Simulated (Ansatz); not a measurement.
# Eigenvalues along a path: Li (sc type)

```
Li
1.0
     2.52805    0.00000    0.00000
     0.00000    2.52805    0.00000
     0.00000    0.00000    2.52805
Li
1
Direct
  0.00000 0.00000 0.00000
```

The cell comes from a relaxation on PAW files under the same functional, begun from a prototype that needn't be the stable phase.

Level of theory: DFT with LDA, scalar-relativistic, in Ansatz 0.2.0; a Γ-centred 14×14×14 k mesh, Fermi–Dirac smearing of 0.05 eV, no spin polarisation. LAPW: all electrons, basis error target 1 meV/atom.

This run: volume at 0.85 of the series' base cell.

Path points, in fractions of the reciprocal vectors: Γ (0.000, 0.000, 0.000), X (0.000, 0.500, 0.000), M (0.500, 0.500, 0.000), R (0.500, 0.500, 0.500). The distance column jumps between branches of the path. Levels in eV from the Fermi level; bands 2 to 4, counted from the lowest band of the run. The gap is zero, the pressure 2.87 GPa.

```
# k(1/Å) point b2 b3 b4
0.000 Γ -3.65 13.86 13.86
0.155 - -3.59 12.59 13.95
0.311 - -3.41 10.64 14.18
0.466 - -3.11 8.76 14.58
0.621 - -2.70 7.03 15.11
0.777 - -2.20 5.50 15.75
0.932 - -1.65 4.21 16.44
1.087 - -1.15 3.27 17.04
1.243 X -0.92 2.90 17.30
1.398 - -0.83 2.92 16.57
1.553 - -0.57 2.99 15.22
1.709 - -0.13 3.10 13.88
1.864 - 0.49 3.23 12.56
2.019 - 1.26 3.36 10.53
2.175 - 2.16 3.49 8.72
2.330 - 3.09 3.57 7.24
2.485 M 3.61 3.61 6.54
2.705 - 2.55 3.79 7.68
2.925 - 0.95 4.33 9.06
3.144 - -0.48 5.23 9.82
3.364 - -1.64 6.49 10.46
3.584 - -2.53 8.10 11.21
3.803 - -3.16 10.04 12.14
4.023 - -3.53 12.24 13.20
4.243 Γ -3.65 13.86 13.86
4.512 - -3.47 12.32 12.32
4.781 - -2.90 10.38 10.38
5.050 - -1.93 8.86 8.86
5.319 - -0.52 7.84 7.84
5.588 - 1.35 7.31 7.31
5.857 - 3.67 7.24 7.24
6.126 - 6.21 7.50 7.50
6.395 R 7.70 7.70 7.70
6.615 - 6.89 7.00 7.88
6.835 - 5.18 5.81 8.42
7.054 - 3.42 4.76 9.30
7.274 - 1.89 3.97 10.54
7.494 - 0.67 3.44 12.11
7.713 - -0.21 3.11 13.98
7.933 - -0.74 2.95 16.01
8.153 X -0.92 2.90 17.30
9.910 R 7.70 7.70 7.70
10.065 - 7.32 7.32 7.79
10.221 - 6.52 6.52 8.03
10.376 - 5.69 5.69 8.41
10.531 - 4.96 4.96 8.00
10.687 - 4.38 4.38 7.36
10.842 - 3.95 3.95 6.91
10.997 - 3.69 3.69 6.64
11.153 M 3.61 3.61 6.54
```
